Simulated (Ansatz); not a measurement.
Ti5Si3:
```cif
data_Si6Ti10
_chemical_formula_sum 'Ti10 Si6'
_space_group_name_H-M_alt 'P63/mcm'
_space_group_IT_number 193
_space_group_name_Hall '-P 6c 2'
_cell_length_a 7.34515
_cell_length_b 7.34515
_cell_length_c 5.01760
_cell_angle_alpha 90.000
_cell_angle_beta 90.000
_cell_angle_gamma 120.000
loop_
_atom_site_label
_atom_site_type_symbol
_atom_site_symmetry_multiplicity
_atom_site_Wyckoff_symbol
_atom_site_fract_x
_atom_site_fract_y
_atom_site_fract_z
_atom_site_occupancy
Ti1 Ti 4 d 0.33333 0.66667 0.00000 1
Si1 Si 6 g 0.39214 0.39214 0.25000 1
Ti2 Ti 6 g 0.24933 0.24933 0.75000 1
```

Relaxed at zero pressure with LDA (plane waves, PAW; program Ansatz).

Q: The volume is raised by 3 % and shape and atoms relax at that volume. What pressure results, and how do the axes share the change?

A: -4.3 GPa; a 0.9 %, b 0.9 %, c 1.2 %; the energy rises by 6 meV/atom.

Q: Give the new structure.

A: 
Space group P6₃/mcm (No. 193); a = 7.411 Å, b = 7.411 Å, c = 5.076 Å, α = 90.00°, β = 90.00°, γ = 120.00°

| atom | site | symmetry | x | y | z |
|---|---|---|---|---|---|
| Ti | 4d | 3.2 | 0.3333 | 0.6667 | 0.0000 |
| Si | 6g | m2m | 0.3912 | 0.3912 | 0.2500 |
| Ti | 6g | m2m | 0.2512 | 0.2512 | 0.7500 |

The phase is kept; no other phase was compared at this pressure.

Space group P6_3/mcm. The workflow started from an entry of the Crystallography Open Database (COD). Its standing as an ambient phase is unchecked. Symmetry was held in the LDA relaxation; its stability against distortions is not shown here. The run is not spin-polarised.

Potentials: the later of the program's two PAW sets.
